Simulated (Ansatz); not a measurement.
Ansatz (an electronic-structure program) input:

Ansatz 0.2 input:
```yaml
crystal:
  lattice:
    - [0.0, 5.314232562, 5.314232562]
    - [5.314232562, 0.0, 5.314232562]
    - [5.314232562, 5.314232562, 0.0]
  atoms:
    - { symbol: Rb, position: [0.75, 0.75, 0.75] }
    - { symbol: Rb, position: [0.25, 0.25, 0.25] }
    - { symbol: Ag, position: [0.5, 0.5, 0.5] }
    - { symbol: Sb, position: [0.0, 0.0, 0.0] }
    - { symbol: Cl, position: [0.751397106, 0.248602894, 0.248602894] }
    - { symbol: Cl, position: [0.248602894, 0.751397106, 0.751397106] }
    - { symbol: Cl, position: [0.248602894, 0.751397106, 0.248602894] }
    - { symbol: Cl, position: [0.751397106, 0.248602894, 0.751397106] }
    - { symbol: Cl, position: [0.248602894, 0.248602894, 0.751397106] }
    - { symbol: Cl, position: [0.751397106, 0.751397106, 0.248602894] }
kpoints:
  mp_grid: { grid: [5, 5, 5] }
hamiltonian:
  xc: r2scan
  pseudopotentials: { kind: paw }
scf:
  occupations: { method: fixed }
checkpoint: { read: static.run }
output: { bader: true, populations: true }
```

Output (shortened):

```
Pseudopotential: Rb, paw, valence charge 9
Pseudopotential: Ag, paw, valence charge 19
Pseudopotential: Sb, paw, valence charge 15
Pseudopotential: Cl, paw, valence charge 7
Functional definition: r2SCAN
Crystal: 10 atoms, lattice volume = 300.159 Å³
Basis set: ecut = 500 eV, 7631 PW (Γ), exchange–correlation on 240×240×240 points (64 copies of the dense FFT grid, shifted against one another)
Bands: 57, of which v1, the nominal top of the filled ones, is band 47 counted from 1 (46 counted from 0)
Symmetry: 48 space group operations
Space group: Fm-3m (ITA 225), of the structure as read, at distance tolerance 6.7e-5 Å
k-points: 10 of 125
Stability of the state it starts from, as read at its close in the unpolarized treatment …
iter 1 solved again at ethr=1.62e-7 eV; its pass at ethr=3.10e-3 eV (dr2=1.52e-4 eV) is discarded
SCF iter   1: F=—  HF=-27174.861065 eV  |F-HF|=—  |Δ(HF+E_count)|=         —  Δρ=7.10e-7  dr2=1.01e-9  dr2_τ=5.74e-10  ethr=1.62e-7  ⟨swp⟩=4.4  Hψ=3769  notcnv=0  defer=77
preconditioner: auto → Resta (q_TF=auto, 2.248 Å⁻¹)
SCF iter   2: F=—  HF=-27174.860986 eV  |F-HF|=—  |Δ(HF+E_count)|=   7.83e-5  Δρ=4.07e-7  dr2=4.90e-10  dr2_τ=5.80e-10  ethr=1.08e-12  ⟨swp⟩=21.7  Hψ=4019  notcnv=0
SCF iter   3: F=-27174.860986 eV  HF=-27174.860986 eV  |F-HF|=4.73e-11  |Δ(HF+E_count)|=  4.37e-11  Δρ=2.57e-7  dr2=1.49e-10  dr2_τ=8.10e-11  ethr=1.00e-12  ⟨swp⟩=1.0  Hψ=1128  notcnv=0
SCF 1 converged in 3 iterations: F = -27174.860986 eV  dr2 = 1.49e-10
SCF converged after 3 iterations
Free energy (F): -27174.860986 eV
Harris-Foulkes:  -27174.860986 eV  (|F-HF|=4.73e-11)
Internal energy: -27174.860986 eV  (E = F + TS)
E sigma→0 (E₀):  -27174.860986 eV
Fermi energy:    4.111504 eV
--- Per-component energies (eV) ---
  E_band       = -1029.325117
  E_kinetic    = 2083.469694
  E_local      = -8970.538971  (includes V_loc(G=0)·N_el)
  E_nonlocal   = 959.790182
  E_hartree    = 3632.970871
  E_xc         = -1178.491531
  E_vxc        = -1474.316023  (∫ρ·V_xc dr)
  E_paw        = -17792.515092  (= ΣΔE_a)
  E_vpaw       = -979.022550  (= ΣTr[D̂ρ^β])
  E_aug_tail   = 0.000269  (compensation charges beyond the density's cutoff)
  E_vtau       = 85.350903  (kinetic-family band-sum trace: ∫τ·v_τ [+ j·A + Jᵃ·Aᵃ] dr)
  E_ewald      = -5908.430838
  E_core_change = -1.115569  (= ΣΔE_core)
  E_smearing   =  0.000000  (= −TS)
  E_closure    = 0.000000  (closes the sum)
  Σ components = -27174.860986   (vs F -27174.860986, Δ=0.00e0)
  [band-id]    e_kinetic+e_local+e_nonlocal+2·e_hartree+e_vxc+e_vpaw+e_augmentation_tail+e_vtau = -1029.324756   (vs E_band -1029.325117, Δ=3.61e-4)
--- Band table (eV; the first three rows and the last of 10) ---
  k-point 0: bands = ["-88.6006", "-51.2808", "-51.2808", "-51.2808", "-26.4488", "-26.4488", "-26.4384", "-26.4384", "-26.4384", "-23.2633", "-23.2611", "-12.0748", "-11.4528", "-11.4528", "-11.4528", "-11.2311", "-11.2311", "-6.8049", "-6.8049", "-6.8049", …
  k-point 1: bands = ["-88.6006", "-51.2808", "-51.2808", "-51.2808", "-26.4488", "-26.4488", "-26.4384", "-26.4384", "-26.4384", "-23.2630", "-23.2613", "-12.0401", "-11.5045", "-11.4419", "-11.4419", "-11.2445", "-11.2445", "-6.7990", "-6.7990", "-6.7906", …
  k-point 2: bands = ["-88.6006", "-51.2808", "-51.2808", "-51.2808", "-26.4488", "-26.4488", "-26.4384", "-26.4384", "-26.4384", "-23.2625", "-23.2618", "-11.9648", "-11.6068", "-11.4203", "-11.4203", "-11.2701", "-11.2701", "-6.7866", "-6.7866", "-6.7774", …
  k-point 9: bands = ["-88.6006", "-51.2808", "-51.2808", "-51.2808", "-26.4488", "-26.4488", "-26.4384", "-26.4384", "-26.4384", "-23.2623", "-23.2619", "-11.9352", "-11.5630", "-11.4627", "-11.4426", "-11.3157", "-11.2535", "-6.7777", "-6.7738", "-6.7727", …
--- Löwdin populations: 10 sites ---
  site symbol       q [e]
     0     Rb      8.2180
     1     Rb      8.2180
     2     Ag     18.3339
     3     Sb     13.8630
     4     Cl      7.5057
     5     Cl      7.5057
     6     Cl      7.5057
     7     Cl      7.5057
     8     Cl      7.5057
     9     Cl      7.5057
  spilling = 0.003544 (of n_electrons = 94.000000)
--- Bader charges: 10 sites ---
  site symbol  charge [e]  shift [e]
     0     Rb      0.9065     0.0000
     1     Rb      0.9065     0.0000
     2     Ag      0.6547     0.0009
     3     Sb      1.6636     0.0009
     4     Cl     -0.6885     0.0003
     5     Cl     -0.6885     0.0003
     6     Cl     -0.6885     0.0003
     7     Cl     -0.6885     0.0003
     8     Cl     -0.6885     0.0003
     9     Cl     -0.6885     0.0003
  shift: an alarm, by how much a part of what the PAW files miss would move the charge. Where it is large, compare
  with a run on PAW files of another source; a small one proves nothing
  estimated error of the sums over rays = 4.4e-4 e
```

Cost: around 70 core-seconds (rough) on shared cores.

The first step of the workflow began from a Materials Project structure, measured or hypothetical; the Crystallography Open Database copy checked does not list it. Its standing as an ambient phase is unchecked. Symmetry was held in the r²SCAN relaxation; whether a distortion lowers the energy is not shown. No spin polarisation was allowed. Spin–orbit coupling is left out wherever it is not named.

Potentials: the later of the program's two PAW sets.

Ansatz is a plane-wave DFT program.
